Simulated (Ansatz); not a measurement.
Input:

As:
Space group R-3m, hexagonal axes (No. 166); a = b = 3.760 Å, c = 9.987 Å, α = β = 90.00°, γ = 120.00°

```json
[
 {"atom": "As", "site": "6c", "symmetry": "3m", "x": "0.0000", "y": "0.0000", "z": "0.2305"}
]
```
(The calculation used a cell of 2 atoms; values per cell refer to that cell.)

This is the LDA-relaxed structure.

### Question
All from LDA (plane waves, PAW; program Ansatz), unless another level is named. Give the electronic character.

### Answer
metallic (no gap).

### Question
Give the density of states at the Fermi level.

### Answer
0.05 states/eV per atom (mean over ±0.08 eV).

The cell was relaxed with LDA under the symmetry of its start. Spin–orbit coupling is left out wherever it is not named.

Potentials: the earlier of the program's two PAW sets.
